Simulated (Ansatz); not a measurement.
Si3C3N8 on the sites of β-Si3N4 (relaxed group P-6) was put through Ansatz (plane waves). Cell and atoms come from a relaxation with r2SCAN.

The cell given to it:
```cif
data_structure
_symmetry_space_group_name_H-M 'P 1'
_symmetry_Int_Tables_number 1
_cell_length_a 7.0424
_cell_length_b 7.0424
_cell_length_c 2.6683
_cell_angle_alpha 90.000
_cell_angle_beta 90.000
_cell_angle_gamma 120.000
_cell_volume 114.61
loop_
_atom_site_label
_atom_site_type_symbol
_atom_site_fract_x
_atom_site_fract_y
_atom_site_fract_z
_atom_site_occupancy
Si1 Si 0.22553 0.83495 0.50000 1
C1 C 0.42577 0.23666 0.00000 1
C2 C 0.81089 0.57423 0.00000 1
Si2 Si 0.16505 0.39058 0.50000 1
Si3 Si 0.60942 0.77447 0.50000 1
C3 C 0.76334 0.18911 0.00000 1
N1 N 0.33333 0.66667 0.50000 1
N2 N 0.66667 0.33333 0.00000 1
N3 N 0.94836 0.63801 0.50000 1
N4 N 0.30397 0.00230 0.00000 1
N5 N 0.69833 0.69603 0.00000 1
N6 N 0.36199 0.31035 0.50000 1
N7 N 0.99770 0.30167 0.00000 1
N8 N 0.68965 0.05164 0.50000 1
```

Main lines of the log:
```
Crystal: 14 atoms, lattice volume = 114.606 Å³
Basis set: ecut = 500 eV, 2907 PW (Γ)
Bands: 46, of which v1, the nominal top of the filled ones, is band 32 counted from 1 (31 counted from 0)
Symmetry: 6 space group operations
k-points: 148 of 288 (irreducible under 1 space group operation, time reversal used)
preconditioner: auto → Resta (q_TF=auto, 2.476 Å⁻¹)  ε∞=3.8  [insulator: Δε(μ)=2.761 eV  ℏωp=27.7 eV]
Free energy (F): -5752.598436 eV
Fermi energy:    9.911328 eV
--- Per-component energies (eV) ---
  E_band       = 41.322768
  E_kinetic    = 1482.086864
  E_local      = -2271.967652
  E_nonlocal   = 508.576042
  E_hartree    = 743.367670
  E_xc         = -779.776018
  E_vxc        = -1033.004295
  E_paw        = -2895.151055
  E_vpaw       = -188.557879
  E_vtau       = 57.454115
  E_ewald      = -2539.194321
  E_core_change = -0.540137
--- Band table (eV; the first three rows and the last of 148) ---
  k-point 0: bands = […, 7.8738, 8.6325, 8.6325, 9.3103, 9.5348, 9.7327, 12.5832, 12.9569, 12.9569, 15.2016, …]
  k-point 1: bands = […, 7.8533, 8.3792, 8.6389, 8.6389, 8.8509, 9.9113, 13.9457, 14.0347, 14.0347, 15.7590, …]
  k-point 2: bands = […, 7.7262, 7.7262, 7.8972, 8.4695, 8.4695, 9.7639, 14.4178, 14.4178, 15.6009, 16.4626, …]
  k-point 147: bands = […, 7.1745, 7.6775, 7.8525, 8.1232, 8.3374, 8.8246, 12.9602, 13.8702, 14.8808, 15.8725, …]
--- Dielectric response (ions clamped): 3 representative field directions + reference, inside a basis on a mesh of 360 k-points ---
  ε∞ (high-frequency dielectric tensor):
        4.642093     0.000000     0.000000
        0.000000     4.642093     0.000000
        0.000000     0.000000     4.929346
  Born effective charges Z* (e; rows j = field, columns β = displacement):
    site 0:
         3.49008    0.39800    0.00000
         0.26065    3.61943    0.00000
         0.00000    0.00000    3.17250
    site 1:
         2.26718    0.22773    0.00000
         0.34390    2.66924    0.00000
         0.00000    0.00000    2.69768
    site 2:
         2.32120   -0.37509    0.00000
        -0.25892    2.61522    0.00000
         0.00000    0.00000    2.69768
    site 3:
         3.87229   -0.03998    0.00000
        -0.17733    3.23721    0.00000
         0.00000    0.00000    3.17250
    site 4:
         3.30189   -0.15200    0.00000
        -0.28935    3.80761    0.00000
         0.00000    0.00000    3.17250
    site 5:
         2.81625   -0.02690    0.00000
         0.08927    2.12017    0.00000
         0.00000    0.00000    2.69768
    site 6:
        -2.99258   -0.05240    0.00000
         0.05240   -2.99258    0.00000
         0.00000    0.00000   -1.97109
    site 7:
        -2.35202   -0.24036    0.00000
         0.24036   -2.35202    0.00000
         0.00000    0.00000   -0.85143
    site 8:
        -2.05227   -0.51837    0.00000
        -0.48487   -1.73473    0.00000
         0.00000    0.00000   -2.57375
    site 9:
        -1.34409    0.08810    0.00000
        -0.11939   -3.35177    0.00000
         0.00000    0.00000   -2.35559
    site 10:
        -2.83629    0.98092    0.00000
         0.77343   -1.85956    0.00000
         0.00000    0.00000   -2.35559
    site 11:
        -2.24853    0.37156    0.00000
         0.40506   -1.53847    0.00000
         0.00000    0.00000   -2.57375
    site 12:
        -2.86340   -0.75778    0.00000
        -0.96527   -1.83246    0.00000
         0.00000    0.00000   -2.35559
    site 13:
        -1.37970    0.09656    0.00000
         0.13006   -2.40730    0.00000
         0.00000    0.00000   -2.57375
  ε∞ is read to err by 3.4e-2, Z* by 4.0e-2 e
```

Problem. Reconstruct the input.

Solution.
```yaml
crystal:
  # lattice and atoms as above
kpoints:
  mp_grid: { grid: [6, 6, 8] }
hamiltonian:
  xc: r2scan
scf:
  occupations: { method: fixed }
dielectric: {}
```
The term E_vtau belongs to a meta-GGA, which reads the kinetic-energy density. A response with clamped ions alone is the dielectric block. Close relatives of this functional can't be ruled out from these lines alone. Not every key shows in the log; this is the file that was used.

It took 5.7 min on 1 × NVIDIA H100 80GB HBM3 with 2 threads of AMD EPYC 7R13 Processor (Zen 3), with other jobs on the host; peak host memory 4.9 GiB.

Spin-unpolarised throughout. Whether this structure exists isn't addressed.

For a response run the program warns that the ground state's bands aren't all converged, so ε∞ carries an extra error.
